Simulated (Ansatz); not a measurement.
Al$_{3}$Ni:
```yaml
crystal:
  lattice:
    - [6.58711, 0.00000, 0.00000]
    - [0.00000, 7.30170, 0.00000]
    - [0.00000, 0.00000, 4.76332]
  atoms:
    - { symbol: Al, position: [0.00986, 0.25000, 0.91574] }
    - { symbol: Al, position: [0.99014, 0.75000, 0.08426] }
    - { symbol: Al, position: [0.49014, 0.75000, 0.41574] }
    - { symbol: Al, position: [0.50986, 0.25000, 0.58426] }
    - { symbol: Al, position: [0.17074, 0.44322, 0.36597] }
    - { symbol: Al, position: [0.82926, 0.55678, 0.63403] }
    - { symbol: Al, position: [0.32926, 0.55678, 0.86597] }
    - { symbol: Al, position: [0.67074, 0.44322, 0.13403] }
    - { symbol: Al, position: [0.67074, 0.05678, 0.13403] }
    - { symbol: Al, position: [0.32926, 0.94322, 0.86597] }
    - { symbol: Al, position: [0.82926, 0.94322, 0.63403] }
    - { symbol: Al, position: [0.17074, 0.05678, 0.36597] }
    - { symbol: Ni, position: [0.87027, 0.25000, 0.44390] }
    - { symbol: Ni, position: [0.12973, 0.75000, 0.55610] }
    - { symbol: Ni, position: [0.62973, 0.75000, 0.94390] }
    - { symbol: Ni, position: [0.37027, 0.25000, 0.05610] }
```

Relaxed with r²SCAN. Special points in fractions of this cell's reciprocal vectors: Γ (0.000, 0.000, 0.000); X (0.500, 0.000, 0.000); S (0.500, 0.500, 0.000); Y (0.000, 0.500, 0.000); Z (0.000, 0.000, 0.500); U (0.500, 0.000, 0.500); R (0.500, 0.500, 0.500); T (0.000, 0.500, 0.500).

Question: List the band energies nearest the Fermi level at these points for r²SCAN in the plane-wave PAW code Ansatz.

Answer: In eV from the Fermi level; about four levels below and three above (degenerate sets whole), none deeper than 8.9 eV; points with the same levels are listed once.

```
k                    below                above
-  -----------------------  -------------------
Γ  -0.70 -0.61 -0.50 -0.31       0.59 1.79 1.82
X  -0.50 -0.50 -0.15 -0.15  0.74 0.74 0.82 0.82
S  -0.90 -0.90 -0.90 -0.90  2.55 2.55 2.55 2.55
Y  -0.67 -0.67 -0.65 -0.65  0.56 0.56 0.74 0.74
Z  -1.51 -1.51 -1.04 -1.04  1.59 1.59 2.90 2.90
U  -1.94 -1.94 -0.34 -0.34  1.06 1.06 1.12 1.12
R  -0.51 -0.51 -0.51 -0.51  1.05 1.05 1.05 1.05
T  -2.11 -2.11 -1.46 -1.46  0.18 0.18 0.66 0.66
```

Space group Pnma. The workflow started from a Materials Project entry (that database holds measured and hypothetical structures alike); the Crystallography Open Database copy checked does not list it. Whether it is the stable phase at ambient conditions was not checked. Symmetry was held in the r²SCAN relaxation; its stability against distortions is not shown here. No spin polarisation was allowed.

Potentials: the later of the program's two PAW sets.
